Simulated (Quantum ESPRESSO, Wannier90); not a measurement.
**Wannierisation of ZrO2 (P4₂/nmc)**

Structure: Materials Project mp-2574, symmetrised, not relaxed again. COD (Crystallography Open Database) has the formula in 4 space groups, this one among them (matched by group alone). Level: PBEsol, spinors with spin-orbit coupling; pw.x of Quantum ESPRESSO at 68 Ry with PseudoDojo potentials, 6×6×4 k-points, Wannier90. Density: 8×8×6 mesh, cold smearing 0.01 Ry.

On the energy scale of pw.x, whose zero is arbitrary, the valence-band maximum lies at 11.03 eV.

Input w.win:

```
num_bands = 8
num_wann = 8
exclude_bands = 1-48,57-100
spinors = true
num_iter = 800
conv_tol = 1.0e-6
conv_window = 4
write_hr = true
write_u_matrices = true
auto_projections = true
begin unit_cell_cart
ang
    3.6001700000    0.0000000000    0.0000000000
    0.0000000000    3.6001700000    0.0000000000
    0.0000000000    0.0000000000    5.2251600000
end unit_cell_cart
begin atoms_frac
Zr   0.0000000000  0.0000000000  0.0000000000
Zr   0.5000000000  0.5000000000  0.5000000000
O    0.0000000000  0.5000000000  0.3017700000
O    0.0000000000  0.5000000000 -0.1982300000
O    0.5000000000  0.0000000000  0.1982300000
O    0.5000000000  0.0000000000 -0.3017700000
end atoms_frac
mp_grid = 6 6 4
begin kpoints
0.0000000000 0.0000000000 0.0000000000
0.0000000000 0.0000000000 0.2500000000
0.0000000000 0.0000000000 0.5000000000
... (141 more lines: the 6x6x4 mesh through Gamma)
end kpoints
```

Input of pw2wannier90.x that gives the overlap and projection files (equivalent; here they were cut from one run over all bands):

```
&inputpp
  outdir = './out'
  prefix = 'pwscf'
  seedname = 'w'
  write_amn = .true.
  write_mmn = .true.
  scdm_proj = .true.
  scdm_entanglement = 'isolated'
/
```

Output w.wout (banner and timings cut):

```
                                    ------
                                    SYSTEM
                                    ------

                              Lattice Vectors (Ang)
                    a_1     3.600170   0.000000   0.000000
                    a_2     0.000000   3.600170   0.000000
                    a_3     0.000000   0.000000   5.225160

                   Unit Cell Volume:      67.72447  (Ang^3)

                        Reciprocal-Space Vectors (Ang^-1)
                    b_1     1.745247   0.000000   0.000000
                    b_2     0.000000   1.745247   0.000000
                    b_3     0.000000   0.000000   1.202487

 *----------------------------------------------------------------------------*
 |   Site       Fractional Coordinate          Cartesian Coordinate (Ang)     |
 +----------------------------------------------------------------------------+
 | zr   1   0.00000   0.00000   0.00000   |    0.00000   0.00000   0.00000    |
 | zr   2   0.50000   0.50000   0.50000   |    1.80008   1.80008   2.61258    |
 | o    1   0.00000   0.50000   0.30177   |    0.00000   1.80008   1.57680    |
 | o    2   0.00000   0.50000  -0.19823   |    0.00000   1.80008  -1.03578    |
 | o    3   0.50000   0.00000   0.19823   |    1.80008   0.00000   1.03578    |
 | o    4   0.50000   0.00000  -0.30177   |    1.80008   0.00000  -1.57680    |
 *----------------------------------------------------------------------------*
                                ------------
                                K-POINT GRID
                                ------------

             Grid size =  6 x  6 x  4      Total points =  144

 *---------------------------------- MAIN ------------------------------------*
 |  Number of Wannier Functions               :                 8             |
 |  Number of Objective Wannier Functions     :                 8             |
 |  Number of input Bloch states              :                 8             |
 |  Output verbosity (1=low, 5=high)          :                 1             |
 |  Timing Level (1=low, 5=high)              :                 1             |
 |  Optimisation (0=memory, 3=speed)          :                 3             |
 |  Length Unit                               :               Ang             |
 |  Post-processing setup (write *.nnkp)      :                 F             |
 |  Using Gamma-only branch of algorithms     :                 F             |
 *----------------------------------------------------------------------------*
 *------------------------------- WANNIERISE ---------------------------------*
 |  Total number of iterations                :               800             |
 |  Number of CG steps before reset           :                 5             |
 |  Trial step length for line search         :             2.000             |
 |  Convergence tolerence                     :         0.100E-05             |
 |  Convergence window                        :                 4             |
 |  Iterations between writing output         :                 1             |
 |  Iterations between backing up to disk     :               100             |
 |  Write r^2_nm to file                      :                 F             |
 |  Write xyz WF centres to file              :                 F             |
 |  Write on-site energies <0n|H|0n> to file  :                 F             |
 |  Use guiding centre to control phases      :                 F             |
 |  Use phases for initial projections        :                 F             |
 *----------------------------------------------------------------------------*
 *-------------------------------- PLOTTING ----------------------------------*
 |  Plotting Hamiltonian in WF basis          :                 T             |
 *----------------------------------------------------------------------------*

       ... (k-mesh section left out)

 Starting a new Wannier90 calculation ...

 Reading overlaps from w.mmn

 Reading projections from w.amn

 *------------------------------- WANNIERISE ---------------------------------*
 +--------------------------------------------------------------------+<-- CONV
 | Iter  Delta Spread     RMS Gradient      Spread (Ang^2)            |<-- CONV
 +--------------------------------------------------------------------+<-- CONV

 ------------------------------------------------------------------------------
 Initial State
  WF centre and spread    1  (  0.024604,  0.010623, -0.004460 )     4.53975344
  WF centre and spread    2  (  1.775481, -1.789462, -2.608120 )     4.53975350
  WF centre and spread    3  ( -0.009356, -0.011456,  0.001519 )     4.50792794
  WF centre and spread    4  ( -1.790729, -1.811541, -2.614099 )     4.50792779
  WF centre and spread    5  ( -0.006079,  0.302987, -0.200454 )    14.81253662
  WF centre and spread    6  ( -0.984071, -1.790955,  2.336708 )    15.06520520
  WF centre and spread    7  ( -0.816013,  0.009130,  0.275872 )    15.06519663
  WF centre and spread    8  ( -1.794006, -1.197084, -2.412126 )    14.99619772
  Sum of centres and spreads ( -3.600168, -6.277758, -5.225160 )    78.03449884

      0     0.780E+02     0.0000000000       78.0344988289  <-- CONV
        O_D=     25.9481059 O_OD=     26.2036525 O_TOT=     78.0344988 <-- SPRD
 ------------------------------------------------------------------------------
      1    -0.744E+00     9.4955390220       77.2909986554  <-- CONV
        O_D=     25.2768299 O_OD=     26.1314283 O_TOT=     77.2909987 <-- SPRD
      2    -0.475E+01     7.3168234634       72.5455181258  <-- CONV
        O_D=     21.0679066 O_OD=     25.5948710 O_TOT=     72.5455181 <-- SPRD
      3    -0.309E+01     8.3823262038       69.4551742523  <-- CONV
        O_D=     18.4298300 O_OD=     25.1426037 O_TOT=     69.4551743 <-- SPRD
      4    -0.626E-01     8.1743742308       69.3925506161  <-- CONV
        O_D=     18.4724395 O_OD=     25.0373706 O_TOT=     69.3925506 <-- SPRD
      5    -0.196E+01    10.3677711545       67.4351249500  <-- CONV
        O_D=     16.9208179 O_OD=     24.6315665 O_TOT=     67.4351250 <-- SPRD
       ... (lines left out)
     44    -0.264E-06     0.0005981013       26.0484206229  <-- CONV
        O_D=      0.0302152 O_OD=      0.1354649 O_TOT=     26.0484206 <-- SPRD
     45    -0.128E-06     0.0004348319       26.0484204949  <-- CONV
        O_D=      0.0302152 O_OD=      0.1354648 O_TOT=     26.0484205 <-- SPRD
     46    -0.615E-07     0.0002686042       26.0484204334  <-- CONV
        O_D=      0.0302152 O_OD=      0.1354647 O_TOT=     26.0484204 <-- SPRD
             <<<     Delta < 1.000E-06  over  4 iterations     >>>
             <<< Wannierisation convergence criteria satisfied >>>
 Final State
  WF centre and spread    1  (  0.000134,  0.000024,  0.000006 )     3.25548647
  WF centre and spread    2  (  1.799981, -1.800086, -2.612576 )     3.25544907
  WF centre and spread    3  (  0.000169, -0.000167, -0.000004 )     3.25544908
  WF centre and spread    4  ( -1.800255, -1.800253, -2.612579 )     3.25547699
  WF centre and spread    5  ( -0.000087,  0.000188, -0.006830 )     3.25701736
  WF centre and spread    6  ( -1.799899, -1.800129,  2.605769 )     3.25551890
  WF centre and spread    7  ( -0.000216, -0.000045,  0.006826 )     3.25626927
  WF centre and spread    8  ( -1.799997, -1.799872, -2.605767 )     3.25775332
  Sum of centres and spreads ( -3.600170, -7.200341, -5.225155 )    26.04842044

         Spreads (Ang^2)       Omega I      =    25.882740500
        ================       Omega D      =     0.030215216
                               Omega OD     =     0.135464717
    Final Spread (Ang^2)       Omega Total  =    26.048420433
```
